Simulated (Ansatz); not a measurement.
SrAg₂Sn₂:
```yaml
crystal:
  lattice:
    - [-2.34838, 2.34838, 5.81572]
    - [2.34838, -2.34838, 5.81572]
    - [2.34838, 2.34838, -5.81572]
  atoms:
    - { symbol: Sr, position: [0.00000, 0.00000, 0.00000] }
    - { symbol: Sn, position: [0.37883, 0.37883, 0.00000] }
    - { symbol: Sn, position: [0.62117, 0.62117, 0.00000] }
    - { symbol: Ag, position: [0.75000, 0.25000, 0.50000] }
    - { symbol: Ag, position: [0.25000, 0.75000, 0.50000] }
```

Relaxed with r²SCAN.

Give the Bader charges and basin volumes of the independent atoms, r²SCAN (plane waves, PAW; program Ansatz).



```json
[
 {"atom": "Sr1", "Bader charge (e)": "+1.42", "Bader volume (Å³)": "21.1"},
 {"atom": "Sn2", "Bader charge (e)": "-0.32", "Bader volume (Å³)": "29.6"},
 {"atom": "Ag4", "Bader charge (e)": "-0.39", "Bader volume (Å³)": "24.0"}
]
```

Space group I4/mmm. The workflow started from an entry of the Crystallography Open Database (COD). Its standing as an ambient phase is unchecked. Symmetry was held in the r²SCAN relaxation; its stability against distortions is not shown here. No spin polarisation was allowed. Spin–orbit coupling is left out wherever it is not named.

Potentials: the later of the program's two PAW sets.
